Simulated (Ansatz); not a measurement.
The slice is one period of a (1 -1 0 0) plane through atoms; its size isn't given.

The numbers are results of PBE-D3(BJ) (plane waves to 420 eV, PAW, scalar-relativistic; Ansatz, an electronic-structure program), not measurements. Inside the PAW spheres the values are not all-electron values, and peaks at nuclei hang on which shells count as valence.

```
|99998866443322111111223344668899|
|88887755443322111111223344557788|
|66665544332211000000112233445566|
|44444433222211000000112222334444|
|33333322221100000000001122223333|
|22222211111100000000001111112222|
|11111111110000000000000011111111|
|00000000001111111111111100000000|
|00000000111122222222221111000000|
|00000011112222333333222211110000|
|00000011222233333333332222110000|
|00000011222233333333332222110000|
|00001111223333334433333322111100|
|00001111223333334433333322111100|
|00001111223333333333333322111100|
|00001111222233333333332222111100|
|00001111222222333333222222111100|
|00001111112222333333222211111100|
|00111111112222223322222211111111|
|11111111111122222222221111111111|
|22222222222222222222222222222222|
|22222222222222222222222222222222|
|33333333222222221122222222333333|
|44444433332222221122222233334444|
|66665544333322221122223333445566|
|88887755443322221122223344557788|
|99998866443322221122223344668899|
|99998866443322111111223344668899|
```
Scale: ten equal steps from -1.35 (start of '0') to 1.24 (end of '9'), in the order '0123456789'. Values: log₁₀ of the valence density in e/Å³. The map has 16 points along u (two characters each, u = 0 at the left) and 28 along v (v = 0 in the bottom row). The scale is logarithmic, as a density can span decades between atoms and voids.

```
|xx1578732378751x|
|x147886212688741|
|5578885101588875|
|8889973000379988|
|9999731000137999|
|9986311000113689|
|5532111232111235|
|1111124676421111|
|0001257898752100|
|0002478999874200|
|0003688888886300|
|0013788888887310|
|0014788888887410|
|0024799888997420|
|0024799999997420|
|0024689999986420|
|0113567777765311|
|1112333333333211|
|2222111111111222|
|3332100000001233|
|6654210000012456|
|8887520000025788|
|7789852000258987|
|6678984212489876|
|4457897323798754|
|x136798434897631|
|xx1578853588751x|
|xxx47884248874xx|
```
Scale: ten equal steps from 0.03 (start of '0') to 0.69 (end of '9'), in the order '0123456789'. Values: electron localisation function (ELF). The map has 16 points along u (one character each, u = 0 at the left) and 28 along v (v = 0 in the bottom row). Points within 0.5 Å of a nucleus are blanked (x), as the pseudised field means little there.

Task: Which relaxed crystal do these maps come from?
(A) TiS₂ (CdI2 type)
(B) ZrS₂ (CdI2 type)
(C) TiTe₂ (CdI2 type)

Result: C, TiTe₂ (CdI2 type). Atoms on the slice: Te at (0.00, 0.00)

All were relaxed with their symmetry unable to fall. At this level the bands of TiS2 touch or barely overlap. Spin-orbit coupling is left out. TiS2 is run without spin polarisation. TiTe2 is run without spin polarisation. ZrS2 is run without spin polarisation.
